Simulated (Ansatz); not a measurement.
Consider the following.

VSi2:
```cif
data_Si6V3
_chemical_formula_sum 'V3 Si6'
_space_group_name_H-M_alt 'P6222'
_space_group_IT_number 180
_space_group_name_Hall 'P 62 2 (0 0 4)'
_cell_length_a 4.52222
_cell_length_b 4.52222
_cell_length_c 6.32164
_cell_angle_alpha 90.000
_cell_angle_beta 90.000
_cell_angle_gamma 120.000
loop_
_atom_site_label
_atom_site_type_symbol
_atom_site_symmetry_multiplicity
_atom_site_Wyckoff_symbol
_atom_site_fract_x
_atom_site_fract_y
_atom_site_fract_z
_atom_site_occupancy
V1 V 3 d 0.50000 0.00000 0.50000 1
Si1 Si 6 j 0.32623 0.16312 0.16667 1
```

This is the PBEsol-relaxed structure.

Question: All from PBEsol in the plane-wave PAW code Ansatz, unless another level is named. Estimate the electronic character.

Answer: metallic (no gap).

Question: Next, the formation energy from the elements (no fitted shifts)?

Answer: -0.59 eV/atom.

Question: Give the density of states at the Fermi level.

Answer: 0.77 states/eV per atom (mean over ±0.08 eV).

Space group P6_222. The PBEsol relaxation kept the symmetry of its start. No spin polarisation was allowed. The references are the lowest solids computed at this level, not always the standard phases.

Potentials: the later of the program's two PAW sets.
